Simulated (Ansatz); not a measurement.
Mg4Te3S:
```yaml
crystal:
  lattice:
    - [4.41227, 0.00000, 0.00000]
    - [0.00000, 8.89225, 0.00000]
    - [0.00000, 0.00000, 6.16680]
  atoms:
    - { symbol: Mg, position: [0.00000, 0.27397, 0.98137] }
    - { symbol: Mg, position: [0.00000, 0.72603, 0.98137] }
    - { symbol: Mg, position: [0.50000, 0.00000, 0.48443] }
    - { symbol: Mg, position: [0.50000, 0.50000, 0.54743] }
    - { symbol: Te, position: [0.50000, 0.26477, 0.25124] }
    - { symbol: Te, position: [0.50000, 0.73523, 0.25124] }
    - { symbol: Te, position: [0.00000, 0.00000, 0.75548] }
    - { symbol: S, position: [0.00000, 0.50000, 0.74743] }
```

Relaxed with PBEsol. Special points in fractions of this cell's reciprocal vectors: Γ (0.000, 0.000, 0.000); X (0.500, 0.000, 0.000); S (0.500, 0.500, 0.000); Y (0.000, 0.500, 0.000); Z (0.000, 0.000, 0.500); U (0.500, 0.000, 0.500); R (0.500, 0.500, 0.500); T (0.000, 0.500, 0.500).

### Question
List the band energies nearest the valence-band maximum at these points for DFT-PBEsol with spin–orbit coupling in the program Ansatz with PAW potentials.

### Answer
In eV from the valence-band maximum; about four levels below and three above (degenerate sets whole), none deeper than 8.9 eV; points with the same levels are listed once.

| k | below | above |
|---|---|---|
| Γ | -0.23 -0.23 0.00 0.00 | 1.66 1.66 2.56 2.56 |
| X | -1.03 -1.03 -0.55 -0.55 | 2.18 2.18 2.54 2.54 |
| S | -1.25 -1.25 -1.04 -1.04 | 3.11 3.11 3.13 3.13 |
| Y | -0.53 -0.53 0.00 0.00 | 2.53 2.53 3.10 3.10 |
| Z | -0.45 -0.45 -0.35 -0.35 | 2.68 2.68 3.36 3.36 |
| U | -0.78 -0.78 -0.41 -0.41 | 2.73 2.73 3.23 3.23 |
| R | -1.06 -1.06 -0.90 -0.90 | 3.94 3.94 4.03 4.03 |
| T | -0.55 -0.55 -0.38 -0.38 | 3.06 3.06 3.63 3.63 |

Space group Pmm2. The first step of the workflow began from a Materials Project structure, measured or hypothetical; the Crystallography Open Database copy checked does not list it. Whether it is the stable phase at ambient conditions was not checked. Symmetry was held in the PBEsol relaxation; of distortions, only those at the zone centre were tested.

Potentials: the later of the program's two PAW sets.
